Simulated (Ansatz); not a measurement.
PbS:
```yaml
crystal:
  lattice:
    - [0.00000, 2.98714, 2.98714]
    - [2.98714, 0.00000, 2.98714]
    - [2.98714, 2.98714, 0.00000]
  atoms:
    - { symbol: Pb, position: [0.00000, 0.00000, 0.00000] }
    - { symbol: S, position: [0.50000, 0.50000, 0.50000] }
```

Relaxed with r²SCAN.

### Question
Map the electron localisation function on the plane through (0.000, 0.000, 0.000) spanned by u = [1, 0, 0] and v = [0, 1, -1] in lattice vectors, from r²SCAN (plane waves, PAW; program Ansatz).

### Answer
x is the fraction of u, y of v (the angle between them is 90°; rows are the nearest grid lines); atoms in the plane: Pb at (0.00, 0.00), S at (0.50, 0.50).
```
|0002443210000123442000|
|0003543210000123453000|
|0024543111111113454200|
|2344432123443212344432|
|4554322356776532234554|
|4443223578998753223444|
|3332236899999986322333|
|2211358999999998531122|
|1112579998778999752111|
|0013689985225899863100|
|0014799972002799974100|
|0014799972002799974100|
|0013689985225899863100|
|1112579998778999752111|
|2211358999999998531122|
|3332236899999986322333|
|4443223578998753223444|
|4554322356776532234554|
|2344432123443212344432|
|0024543111111113454200|
|0003543210000123453000|
|0002443210000123442000|
```
Scale: ten equal steps from 0.002 (start of '0') to 0.863 (end of '9'), in the order '0123456789'; x runs from 0.000 to 1.00, y from 0.000 (bottom) to 1.00 (top).

The density is the valence pseudo-density with augmentation charge, so density and ELF within about 1 Å of a nucleus are not all-electron values.

Space group Fm-3m (rock salt). The cell was relaxed with r²SCAN under the symmetry of its start. Scalar-relativistic: spin–orbit coupling is off unless named, which matters more the heavier the elements.

Potentials: the later of the program's two PAW sets.
